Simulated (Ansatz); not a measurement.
# Calculated with Ansatz: LaAgGe2, settings compared

Run with:

```bash
ansatz run input.yaml --threads 1 --pin off --max-ram 2560MiB --backend cpu --events-out ev --progress --plain --runs-dir out
```

Input:

```yaml
crystal:
  lattice:
    - [3.997892, 0.0, 0.0]
    - [0.0, 3.997892, 0.0]
    - [0.0, 0.0, 9.893383]
  atoms:
    - { symbol: Ag, position: [0.75, 0.25, 0.0] }
    - { symbol: Ag, position: [0.25, 0.75, 0.0] }
    - { symbol: La, position: [0.25, 0.25, 0.7651] }
    - { symbol: La, position: [0.75, 0.75, 0.2349] }
    - { symbol: Ge, position: [0.25, 0.25, 0.322] }
    - { symbol: Ge, position: [0.75, 0.75, 0.678] }
    - { symbol: Ge, position: [0.75, 0.25, 0.5] }
    - { symbol: Ge, position: [0.25, 0.75, 0.5] }
  symmetry: { tolerance: 0.0003 }
kpoints:
  mp_grid: { grid: [5, 5, 2], shift: [0, 0, 0] }
magnetization:
  spin_polarized: false
scf:
  occupations: { method: cold, width: 0.1432 }
hamiltonian:
  pseudopotentials: { kind: paw }
  xc: pbe
basis:
  ecutwfc: 420
output:
  forces: true
  stress: true
  eigenvalues: true
```

Origin of the cell: a known structure type with other elements, at an estimated volume, so it need not be a known compound.

Output of this run (shortened):

```
Pseudopotentials: kind: paw
Pseudopotential: Ag, paw, valence charge 19, recommended cutoff 420 eV (normal), Ag.paw.azcp
Pseudopotential: La, paw, valence charge 11, recommended cutoff 420 eV (normal), La.paw.azcp
Pseudopotential: Ge, paw, valence charge 14, recommended cutoff 420 eV (normal), Ge.paw.azcp
Functional definition: PBE
  exchange = pbe_x(kappa = kappa, mu = beta*pi^2/3)
  correlation = pbe_c(beta = beta)
Crystal: 8 atoms, lattice volume = 158.127 Å³
Basis set: ecut = 420 eV, 3073 PW (Γ), exchange–correlation on 54×54×144 points (8 copies of the dense FFT grid, shifted against one another)
Bands: 70, of which v1, the nominal top of the filled ones, is band 58 counted from 1 (57 counted from 0)
Symmetry: 16 space group operations
Space group: P4/nmm (ITA 129), of the structure as read, at distance tolerance 1.6e-3 Å
[… 7 lines left out …]
Initial density: superposition of atomic densities (neutral atoms: chi_scale 0, normalization atom), corrected by the library's trained network
Functional: x = pbe(κ = 0.804, μ = 0.219515), c = pbe(β = 0.066725)
SCF iter   1: F=—  HF=-44861.304916 eV  Δρ=8.13e-3  dr2=7.70e-1
SCF iter   2: F=—  HF=-44861.261353 eV  S|Δr|=    0.00e0  Δρ=3.84e-3  dr2=2.26e-1  defer=1
SCF iter   3: F=—  HF=-44861.243951 eV  S|Δr|=    0.00e0  Δρ=1.58e-3  dr2=3.64e-2  defer=1
SCF iter   4: F=—  HF=-44861.241083 eV  S|Δr|=    0.00e0  Δρ=6.04e-4  dr2=6.09e-4  defer=1
SCF iter   5: F=—  HF=-44861.241028 eV  S|Δr|=    0.00e0  Δρ=2.62e-4  dr2=1.94e-4  defer=4
SCF iter   6: F=—  HF=-44861.240988 eV  S|Δr|=    0.00e0  Δρ=1.24e-4  dr2=5.54e-5  defer=4
SCF iter   7: F=—  HF=-44861.240987 eV  S|Δr|=    0.00e0  Δρ=4.08e-5  dr2=5.22e-6  defer=16
SCF iter   8: F=—  HF=-44861.240987 eV  S|Δr|=    0.00e0  Δρ=1.10e-5  dr2=2.78e-7  defer=16
SCF iter   9: F=-44861.240987 eV  HF=-44861.240987 eV  S|Δr|=    0.00e0  Δρ=4.64e-6  dr2=5.46e-8
SCF 1 converged in 9 iterations: F = -44861.240987 eV  dr2 = 5.46e-8
SCF converged after 9 iterations
Stability not checked: this state was not tested for a lower state beside it, because cold or Methfessel-Paxton smearing, or corrected tetrahedra, fill the levels in a way that the test cannot read (fill_not_monotonic; […]
Free energy (F): -44861.240987 eV
Harris-Foulkes:  -44861.240987 eV  (|F-HF|=4.68e-8)
Internal energy: -44861.227421 eV  (E = F + TS)
E sigma→0 (E₀):  -44861.236465 eV
Entropy (-TS):   -0.013566 eV (-1.696 meV/atom)
Fermi energy:    14.854461 eV
--- Per-component energies (eV) ---
  E_band       = -865.406357
  E_kinetic    = 1906.360887
  E_local      = -14810.393005  (includes V_loc(G=0)·N_el)
  E_nonlocal   = 2017.227914
  E_hartree    = 6622.847119
  E_xc         = -962.342492
  E_vxc        = -1038.821484  (∫ρ·V_xc dr)
  E_paw        = -26707.425187  (= ΣΔE_a)
  E_vpaw       = -2185.481798  (= ΣTr[D̂ρ^β])
  E_aug_tail   = 0.001970  (compensation charges beyond the density's cutoff)
  E_ewald      = -12927.504627
  E_smearing   = -0.013566  (= −TS)
  Σ components = -44861.240987   (vs F -44861.240987, Δ=0.00e0)
--- Forces (eV/Å), atoms counted from 1 ---
  atom   1  Ag     0.000000     0.000000    -0.000000
  atom   2  Ag     0.000000     0.000000     0.000000
  atom   3  La     0.000000     0.000000    -0.713052
  atom   4  La     0.000000     0.000000     0.713052
  atom   5  Ge     0.000000     0.000000    -0.715087
  atom   6  Ge     0.000000     0.000000     0.715087
  atom   7  Ge     0.000000     0.000000     0.000000
  atom   8  Ge     0.000000     0.000000     0.000000
  max |Σ_I F_I| component: 3.47e-17 eV/Å
--- Stress (GPa, compression-positive) ---
       15.700370       0.000000       0.000000
        0.000000      15.700370       0.000000
        0.000000       0.000000      13.906323
  P = ⅓ Tr σ = 15.1024 GPa (151.024 kbar)
```

The same input was run again with these changes:

1. `kpoints.mp_grid.grid` [5, 5, 2] → [2, 2, 1]
2. `hamiltonian.dispersion` default → d3bj; `scf.algorithm` default → direct_min
3. `basis.ecutwfc` 420 → "350 eV"; `scf.eigensolver.kind` default → davidson
4. `scf.occupations.width` 0.1432 → 0.01; `hamiltonian.dispersion` default → d3bjatm

```csv
run,end,SCF iterations,P (GPa),max force component (eV/Å),moment (μB),ΔE(σ→0) (meV/atom)
base,converged,9,15.10,0.715,–,0
1,converged,13,13.52,0.811,–,19.53
2,converged,12,11.13,0.721,–,–
3,converged,10,15.12,0.720,–,5.88
4,converged,8,11.69,0.749,–,–
```

Energies are compared only where functional, datasets, charge and starting cell are the same.

Not properties of the system: run 1 (too coarse or loose: `kpoints.mp_grid.grid` = [2, 2, 1]), run 3 (too coarse or loose: `basis.ecutwfc` = "350 eV").

Caveats of the base run: no spin-orbit coupling, though heavy elements are present; the k mesh is coarse if the cell is a metal.

Run 3: the cutoff lies below the datasets' advice.

The base run took 11 s on 1 thread of Arm Neoverse V1 (shared host), peak memory 0.52 GiB, from the program's own first density.
